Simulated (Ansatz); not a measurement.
**Equation of state of YS from a dense series**

```
CELL_PARAMETERS angstrom
0.00000 2.74365 2.74365
2.74365 0.00000 2.74365
2.74365 2.74365 0.00000
ATOMIC_POSITIONS crystal
Y 0.50000 0.50000 0.50000
S 0.00000 0.00000 0.00000
```

Atoms are numbered in the order listed.

The geometry is COD entry 1539528, unchecked; take it as a test cell.

Spin polarisation is left out, and whether a magnetic state lies lower isn't shown here.

The calculation used Ansatz 0.2.0, DFT, LDA, all-electron LAPW, scalar-relativistic.

Settings: a Γ-centred 8×8×8 k mesh, Fermi–Dirac smearing of 0.01 eV, basis error target 0.25 meV/atom, no spin polarisation.

The cell is scaled evenly. Fractional coordinates are held (clamped ions).

| V (Å³/atom) | P (GPa) |
| --- | --- |
| 19.827 | 0.40 |
| 20.240 | -1.81 |
| 20.447 | -2.83 |
| 20.653 | -3.79 |
| 20.860 | -4.70 |
| 21.066 | -5.56 |
| 21.479 | -7.14 |
| 21.892 | -8.55 |

Fit a third-order Birch–Murnaghan curve to the pressures.

P = (3B0/2)(y^(7/2) − y^(5/2))[1 + (3/4)(B0′ − 4)(y − 1)] with y = (V0/V)^(2/3) fits within 0.01 GPa for V0 = 19.899 Å³/atom, B0 = 110.6 GPa and B0′ = 4.43.

Predict the pressure at the withheld volume, 19.414 Å³/atom.

There y = 1.0166, so the fit gives 2.88 GPa; the run gave 2.87 GPa.
